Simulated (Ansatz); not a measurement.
GaP:
```cif
data_Ga6P6
_chemical_formula_sum 'Ga6 P6'
_space_group_name_H-M_alt 'Pm-3n'
_space_group_IT_number 223
_space_group_name_Hall '-P 4n 2 3'
_cell_length_a 6.78478
_cell_length_b 6.78478
_cell_length_c 6.78478
_cell_angle_alpha 90.000
_cell_angle_beta 90.000
_cell_angle_gamma 90.000
loop_
_atom_site_label
_atom_site_type_symbol
_atom_site_symmetry_multiplicity
_atom_site_Wyckoff_symbol
_atom_site_fract_x
_atom_site_fract_y
_atom_site_fract_z
_atom_site_occupancy
Ga1 Ga 6 c 0.00000 0.50000 0.25000 1
P1 P 6 d 0.00000 0.25000 0.50000 1
```

Relaxed with PBE.

Problem. Which orbitals make up the states near the band edges in plane-wave PAW PBE (Ansatz code)?

Solution. Top 1 eV of the valence band: P 3p 75 %, Ga 4p 21 %. Bottom 1 eV of the conduction band: Ga 4p 35 %, Ga 4s 25 %, P 3p 24 %, P 3s 9 %, outside the projected shells 7 %. Projections are on Löwdin-orthogonalised atomic valence shells; empty p or d shells of many metals are not among them.

Problem. Tabulate the density of states.

Solution. States/eV per cell of 12 atoms, in 0.25 eV bins, energy from the valence-band maximum.

```tsv
E (eV)	total	P 3p	Ga 4p	Ga 4s
-7.85	0.00	0.00	0.00	0.00
-7.60	0.00	0.00	0.00	0.00
-7.35	0.00	0.00	0.00	0.00
-7.10	0.35	0.17	0.02	0.15
-6.85	4.44	2.12	0.35	1.75
-6.60	4.42	2.03	0.36	1.67
-6.35	2.34	1.03	0.14	0.97
-6.10	6.78	2.90	0.20	3.34
-5.85	5.29	2.27	0.28	2.24
-5.60	3.58	1.55	0.23	1.39
-5.35	3.14	1.36	0.21	1.16
-5.10	2.66	1.16	0.18	0.94
-4.85	1.53	0.73	0.18	0.42
-4.60	1.98	1.01	0.30	0.45
-4.35	2.73	1.39	0.45	0.56
-4.10	4.03	2.12	0.76	0.72
-3.85	5.77	3.15	1.37	0.76
-3.60	3.54	2.07	1.22	0.12
-3.35	4.55	2.73	1.48	0.19
-3.10	5.63	3.39	1.75	0.26
-2.85	8.38	5.12	2.56	0.37
-2.60	9.34	5.82	2.77	0.38
-2.35	10.82	6.87	3.06	0.49
-2.10	3.85	2.52	1.06	0.14
-1.85	5.35	3.70	1.45	0.08
-1.60	14.63	10.47	3.57	0.23
-1.35	10.37	7.72	2.29	0.14
-1.10	6.80	5.21	1.25	0.13
-0.85	3.97	2.97	0.81	0.04
-0.60	3.52	2.61	0.77	0.02
-0.35	3.21	2.41	0.72	0.00
-0.10	0.98	0.78	0.18	0.00
0.15	0.00	0.00	0.00	0.00
0.40	0.00	0.00	0.00	0.00
0.65	0.00	0.00	0.00	0.00
0.90	0.01	0.00	0.01	0.00
1.15	1.49	0.31	0.52	0.40
1.40	3.56	0.79	1.25	0.92
1.65	4.62	1.08	1.67	1.15
1.90	4.49	1.20	1.52	1.11
2.15	4.94	1.43	1.49	1.23
2.40	7.81	2.36	2.29	1.90
2.65	7.57	2.15	2.22	1.81
2.90	8.43	2.15	2.32	2.05
3.15	5.33	1.66	1.38	1.36
3.40	4.80	0.69	2.95	0.19
3.65	8.19	1.22	4.56	0.50
3.90	6.22	1.14	3.02	0.59
4.15	6.07	1.14	2.96	0.50
4.40	9.59	1.77	4.46	0.68
4.65	8.80	1.43	3.73	0.51
4.90	10.55	1.85	4.55	0.61
5.15	8.84	1.90	3.64	0.57
5.40	7.43	1.47	2.70	0.33
5.65	10.26	2.02	3.99	0.51
```

The start of the workflow was typed in or built on a structure type; neither database checked (COD, Materials Project) lists it. It is not the phase usual at ambient conditions (space group No. 216). Symmetry was held in the PBE relaxation; its stability against distortions is not shown here. The volume moved by 26 % from the start of the relaxation. Spin–orbit coupling is left out wherever it is not named.

Potentials: the earlier of the program's two PAW sets.
